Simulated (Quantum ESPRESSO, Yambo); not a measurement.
## Quasiparticle gap of CsCdF$_{3}$

```cif
data_CdCsF3
_chemical_formula_sum 'F3 Cd1 Cs1'
_space_group_name_H-M_alt 'P 1'
_space_group_IT_number 1
_cell_length_a 4.48681
_cell_length_b 4.48681
_cell_length_c 4.48681
_cell_angle_alpha 90.000
_cell_angle_beta 90.000
_cell_angle_gamma 90.000
loop_
_space_group_symop_operation_xyz
  'x, y, z'
loop_
_atom_site_label
_atom_site_type_symbol
_atom_site_fract_x
_atom_site_fract_y
_atom_site_fract_z
_atom_site_occupancy
F1 F 0.00000 0.50000 0.50000 1
F2 F 0.50000 0.00000 0.50000 1
F3 F 0.50000 0.50000 0.00000 1
Cd1 Cd 0.50000 0.50000 0.50000 1
Cs1 Cs 0.00000 0.00000 0.00000 1
```

The geometry is that of Materials Project entry mp-8399, symmetrised and not relaxed again.

Starting point: PBEsol (pw.x of Quantum ESPRESSO, ONCV potentials, no spin-orbit coupling). G0W0 in Yambo: 4×4×4 Γ-centred k mesh, bands 5 to 139 and a 7 Ry block in the screening, 139 bands in G with the Bruneval-Gonze terminator, plasmon pole fitted at 27.2 eV.

| Quantity | Value |
|---|---|
| PBEsol gap along the band path | 3.23 eV |
| PBEsol gap between the mesh's edge points (R → Γ) | 3.23 eV |
| G0W0 gap between the same points | 6.19 eV |
| PBEsol smallest direct gap on the mesh (at Γ) | 4.31 eV |
| G0W0 direct gap at that point | 7.48 eV |

```tsv
k point	band	E PBEsol (eV)	E QP (eV)	shift (eV)	Z
Γ	VB	-1.09	-2.98	-1.89	0.79
Γ	CB	3.23	4.50	1.27	0.87
R	VB	0.00	-1.69	-1.69	0.81
R	CB	7.12	8.25	1.14	0.87
```

Energies count from the PBEsol valence-band maximum.

Nearest settings tried, and what they do to the gap: 109 bands in W, 109 bands in G: +87 meV; 4 Ry block (93 vectors against 203): +97 meV; 2×2×2 mesh: +16 meV. So the settings aren't converged at that level.

Spin-orbit splittings are left out. The cell is held in this high symmetry; tilts and polar distortions were not searched.

The structure is a Materials Project entry; no match was found in the copy of COD used, and its stability was not checked.
